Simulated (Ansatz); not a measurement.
Here is the system:

KTaO3:
```yaml
crystal:
  lattice:
    - [3.95200, 0.00000, 0.00000]
    - [0.00000, 3.95200, 0.00000]
    - [0.00000, 0.00000, 3.95200]
  atoms:
    - { symbol: K, position: [0.00000, 0.00000, 0.00000] }
    - { symbol: Ta, position: [0.50000, 0.50000, 0.50000] }
    - { symbol: O, position: [0.00000, 0.50000, 0.50000] }
    - { symbol: O, position: [0.50000, 0.50000, 0.00000] }
    - { symbol: O, position: [0.50000, 0.00000, 0.50000] }
```

This is the LDA-relaxed structure.

Q: All from the program Ansatz at the LDA level (PAW), unless another level is named. Give the electron effective mass, band 3 of 3 at the edge.

A: 0.26 along [100], 0.26 along [110], 0.35 along [111] (mₑ).

Q: Predict the formation energy from the elements (no fitted shifts).

A: -2.85 eV/atom.

Q: Next, the band gap?

A: 2.13 eV (indirect).

Q: Give the smallest direct gap on the standard path.

A: 2.73 eV.

Q: Predict the conduction-band minimum.

A: at Γ.

Q: What about the valence-band maximum?

A: at R.

Space group Pm-3m (cubic perovskite). The LDA relaxation kept the symmetry of its start. No spin polarisation was allowed. The references are the lowest solids computed at this level, not always the standard phases (solids in place of the gases). Spin–orbit coupling is left out wherever it is not named.

Potentials: the later of the program's two PAW sets.
